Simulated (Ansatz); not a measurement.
# Nb (hcp): energy against volume

Computed with DFT, LDA (PW92), plane waves (420 eV) with PAW, scalar-relativistic (Ansatz 0.2.0). The PAW files were generated under PBE, with cores re-solved for the functional.

The cell is scaled uniformly from the relaxed one, with fractional coordinates and shape fixed. Energies are extrapolated to zero smearing, pressures are those at the given smearing. Magnetic state: spin not included.

A Birch-Murnaghan fit gives V₀ = 17.62 Å³/atom, B₀ = 182 GPa, B₀′ = 3.8.

What are the energy above the minimum and the pressure at 15.544 Å³/atom?

169.8 meV/atom and 29.12 GPa as computed.

What are the energy above the minimum and the pressure at 16.957 Å³/atom?

15.2 meV/atom and 7.77 GPa as computed.

What are the energy above the minimum and the pressure at 19.783 Å³/atom?

125.2 meV/atom and -16.66 GPa as computed.
